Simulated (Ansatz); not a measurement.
Relaxed-ion elastic tensor of BIr (CsCl type, space group No. 221) in GPa (Voigt order), the program Ansatz at the PBEsol level (PAW); density 16.87 g/cm³, 9.99 Å³ per atom.

```
 780   163   163   0.0   0.0   0.0
 163   780   163   0.0   0.0   0.0
 163   163   780   0.0   0.0   0.0
 0.0   0.0   0.0  -7.7   0.0   0.0
 0.0   0.0   0.0   0.0  -7.7   0.0
 0.0   0.0   0.0   0.0   0.0  -7.7
```

Problem. Is the crystal mechanically stable?

Solution. No: the smallest eigenvalue of C is -7.7 GPa.

Space group Pm-3m (CsCl type). The cell is a constructed one: a structure type filled with these elements; neither database checked (COD, Materials Project) lists it. Whether it is the stable phase at ambient conditions was not checked. Symmetry was held in the PBEsol relaxation. At this level the phase is dynamically unstable (imaginary phonons). No spin polarisation was allowed. As this level gives no gap, shear constants depend on the k-mesh and smearing (Fermi–Dirac, 0.1 eV here). Scalar-relativistic: spin–orbit coupling is off unless named, which matters more the heavier the elements.

Potentials: the earlier of the program's two PAW sets. The files were generated under PBE; for other functionals the program regenerates the frozen cores, and for LDA and PBEsol the local potential too.
